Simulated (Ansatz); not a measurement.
Data:

MoPt:
```cif
data_MoPt
_chemical_formula_sum 'Pt1 Mo1'
_space_group_name_H-M_alt 'P 1'
_space_group_IT_number 1
_cell_length_a 3.66430
_cell_length_b 3.66430
_cell_length_c 3.66430
_cell_angle_alpha 60.000
_cell_angle_beta 60.000
_cell_angle_gamma 60.000
loop_
_space_group_symop_operation_xyz
  'x, y, z'
loop_
_atom_site_label
_atom_site_type_symbol
_atom_site_fract_x
_atom_site_fract_y
_atom_site_fract_z
_atom_site_occupancy
Pt1 Pt 0.00000 0.00000 0.00000 1
Mo1 Mo 0.50000 0.50000 0.50000 1
```

This is the PBEsol-relaxed structure.

Q: All from PBEsol in the plane-wave PAW code Ansatz, unless another level is named. Give the density of states at the Fermi level.

A: 1.8 states/eV per atom (mean over ±0.08 eV).

Q: Next, the formation energy from the elements (no fitted shifts)?

A: 0.78 eV/atom.

Space group Fm-3m (rock salt). The start of the workflow was typed in or built on a structure type; neither database checked (COD, Materials Project) lists it. Whether it is the stable phase at ambient conditions was not checked. The PBEsol relaxation kept the symmetry of its start; its stability against distortions is not shown here. The run is not spin-polarised. Its formation energy is positive at this level, so the cell may be metastable or incomplete. The references are the lowest solids computed at this level, not always the standard phases. Spin–orbit coupling is left out wherever it is not named.

Potentials: the later of the program's two PAW sets.
